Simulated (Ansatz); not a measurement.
Structure relaxation, SnTe

The start is a generated cell, SnTe built in the AFLOW prototype AB_cI16_199_a_a (B_a). The cell and all atomic positions are relaxed at zero pressure with r2SCAN (plane waves to 500 eV, PAW, scalar-relativistic; Ansatz, a quantum-chemistry and plane-wave program). The first steps use a coarse 4×4×4 k-mesh.

The start:
```
CELL_PARAMETERS angstrom
     -4.21246     4.21246     4.21246
      4.21246    -4.21246     4.21246
      4.21246     4.21246    -4.21246
ATOMIC_POSITIONS crystal
  Sn 0.91200 0.91200 0.91200
  Sn 0.50000 0.00000 0.58800
  Sn 0.00000 0.58800 0.50000
  Sn 0.58800 0.50000 0.00000
  Te 0.43060 0.43060 0.43060
  Te 0.50000 0.00000 0.06940
  Te 0.00000 0.06940 0.50000
  Te 0.06940 0.50000 0.00000
```

Problem. What pressure does the first self-consistent step give?

Solution. -6 GPa (negative: the cell is under tension).

Problem. What is the largest force in the starting geometry, and on which atom (counted from 1)?

Solution. About 0.8 eV/Å, on Te5, Te6, Te7, Te8 (atoms numbered as listed).

Problem. By how much does the energy per atom fall from start to end?

Solution. 0.35 eV/atom.

Problem. How does the volume change?

Solution. -12.8 %, from 37.37 to 32.58 Å³/atom.

Problem. How do the shortest distances between atoms change?

Solution. The closest pairs of elements (up to four, under 3.6 Å), start → end: Sn–Te 3.51 → 2.95 Å; Sn–Sn 3.55 → 3.68 Å.

Problem. Write out the relaxed structure.

Solution. 
Space group I2₁3 (No. 199); a = b = c = 8.0480 Å, α = β = γ = 90.00°

```
atom  site  symmetry       x       y       z
----  ----  --------  ------  ------  ------
Sn      8a       .3.  0.4774  0.4774  0.4774
Te      8a       .3.  0.2660  0.2660  0.2660
```
(The calculation used a cell of 8 atoms; values per cell refer to that cell.)

The space group stays I2₁3 (No. 199) (the run could not lower it); the end is AFLOW prototype AB_cI16_199_a_a (B_a), with 8 atoms in the primitive cell. Final values are on a 8×8×8 k-mesh of the relaxed cell. No spin polarisation in the result.

The run could not lower the symmetry of its start; a shaken copy of this end point relaxes with r2SCAN to P1 (No. 1), 0.26 eV/atom lower.

The relaxed structure here is a generated cell of SnTe: the first start was made by placing the elements on the sites of a structure type, and the end was not matched to a known phase here, so it may be hypothetical. Known forms of SnTe include space group No. 225.
